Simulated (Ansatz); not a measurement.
ZnS (wurtzite), relaxed and computed with several functionals in Ansatz (plane waves, PAW).

```tsv
functional	a (Å)	c (Å)	V (Å³/atom)	gap (eV)	B₀ by P(V) fit (GPa)
LDA	3.738	6.143	18.58	2.19	85.9
HSE06	3.834	6.278	19.98	3.35	74.7
PBE	___	___	___	___	___
r²SCAN	3.807	6.247	19.60	2.77	77.7
```

What belongs in the gaps?


- PBE, a (Å): 3.845
- PBE, c (Å): 6.305
- PBE, V (Å³/atom): 20.19
- PBE, gap (eV): 2.07
- PBE, B₀ by P(V) fit (GPa): 69.1

All cells were relaxed under the symmetry of their starts (and spin orders); stability against distortions was not tested throughout.

Potentials: the earlier of the program's two PAW sets. The files were generated under PBE; for other functionals the program regenerates the frozen cores, and for LDA and PBEsol the local potential too.

Ansatz (a first-principles code) is a plane-wave DFT program.
